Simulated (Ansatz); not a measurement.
Sb (dhcp): energy against volume

These are results of Ansatz, DFT, LDA (PW92), plane waves (420 eV) with PAW, scalar-relativistic, not measurements. (PAW data from PBE, frozen cores regenerated.)

The cell is scaled uniformly from the relaxed one, with fractional coordinates and shape fixed. Energies are extrapolated to zero smearing, pressures are those at the given smearing. Magnetic state: spin not included.

A Birch-Murnaghan fit gives V₀ = 25.74 Å³/atom, B₀ = 70 GPa, B₀′ = 4.5.

Problem. What are the energy above the minimum and the pressure at 23.619 Å³/atom?

Solution. 44.9 meV/atom and 7.36 GPa as computed.

Problem. What are the energy above the minimum and the pressure at 26.699 Å³/atom?

Solution. 7.3 meV/atom and -2.34 GPa as computed.

Problem. What are the energy above the minimum and the pressure at 28.753 Å³/atom?

Solution. 63.0 meV/atom and -6.03 GPa as computed.
